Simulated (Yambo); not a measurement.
Yambo run on LuCuS2 (space group P3m1, No. 156). The wavefunctions come from this Quantum ESPRESSO step (PBEsol, PseudoDojo standard norm-conserving files, scalar-relativistic):

```
&CONTROL
  calculation = 'nscf'
  pseudo_dir = './pseudo'
  outdir = './out'
/
&SYSTEM
  ibrav = 0
  nat = 4
  ntyp = 3
  ecutwfc = 100.0
  ecutrho = 400.0
  occupations = 'fixed'
  force_symmorphic = .true.
  nbnd = 126
/
&ELECTRONS
  conv_thr = 4e-09
  diago_full_acc = .true.
  diago_thr_init = 1e-08
/
ATOMIC_SPECIES
S 32.0600 S.upf
Cu 63.5460 Cu.upf
Lu 174.9668 Lu.upf
CELL_PARAMETERS angstrom
  3.797328831985   0.000000000000   0.000000000000
 -1.898664415992   3.288583235022   0.000000000000
  0.000000000000   0.000000000000   5.983147995000
ATOMIC_POSITIONS crystal
S   0.666666667000   0.333333333000   0.770742653000
S   0.000000000333   0.000000000000   0.274571807200
Cu   0.666666667000   0.333333333000   0.392341195100
Lu   0.333333333667   0.666666666333   0.005354344700
K_POINTS automatic
6 6 2 0 0 0
```

Yambo input:

```
rim_cut
gw0
dyson
el_el_corr
HF_and_locXC
ppa
em1d
RandQpts= 1000000
RandGvec= 1 Ry
EXXRLvcs= 100 Ry
VXCRLvcs= 400 Ry
Chimod= "HARTREE"
% BndsRnXp
 6 | 124 |
%
NGsBlkXp= 7 Ry
% LongDrXp
 1.0 | 1.0 | 1.0 |
%
PPAPntXp= 27.2114 eV
% GbndRnge
 1 | 124 |
%
GTermKind= "BG"
DysSolver= "n"
ExtendOut
% QPkrange
 1 | 1 | 28 | 29 |
 2 | 2 | 28 | 29 |
 8 | 8 | 28 | 29 |
 14 | 14 | 28 | 29 |
%
```

k points by index: 1 = Γ, 2 = A, 8 = L, 14 = H.

Table of the .qp output:

```
#    K-point    Band    Eo [eV]    E [eV]    E-Eo [eV]    Vxc [eV]    Vnlxc [eV]    Sc|Eo [eV]    Sc|E [eV]    dSc/dw|Eo [eV]    Re(Z)    Im(Z)
#
    1    28    0.000000    -0.370072    -0.370072    -22.69429    -26.96168    3.783476    3.897315    -8.367891    0.764807    -0.001413
    1    29    1.773472    2.173203    0.399731    -12.55611    -8.024627    -4.035659    -4.131755    -6.539986    0.806229    -0.001216
    2    28    -0.514488    -0.887236    -0.372747    -22.91643    -27.60463    4.197824    4.315451    -8.584027    0.760189    -0.001458
    2    29    1.861688    2.222973    0.361285    -13.05886    -8.682582    -3.926984    -4.014994    -6.626959    0.804156    -0.001235
    8    28    -0.832151    -1.262428    -0.430277    -21.19868    -25.62763    3.865778    3.998671    -8.401902    0.764077    -0.001455
    8    29    1.170690    1.426663    0.255972    -14.80216    -11.60037    -2.881734    -2.945819    -6.810597    0.799816    -0.001259
    14    28    -1.442119    -1.878828    -0.436709    -23.05110    -28.48833    4.855117    5.000517    -9.056617    0.750283    -0.001570
    14    29    2.630300    2.979503    0.349204    -14.04058    -9.791895    -3.812490    -3.899478    -6.776417    0.800620    -0.001273
```
(The two width columns are left out.) Convergence of these settings isn't established.

Geometry relaxed with PBEsol.

The structure is a Materials Project entry; no match was found in the copy of COD used, and its stability was not checked.
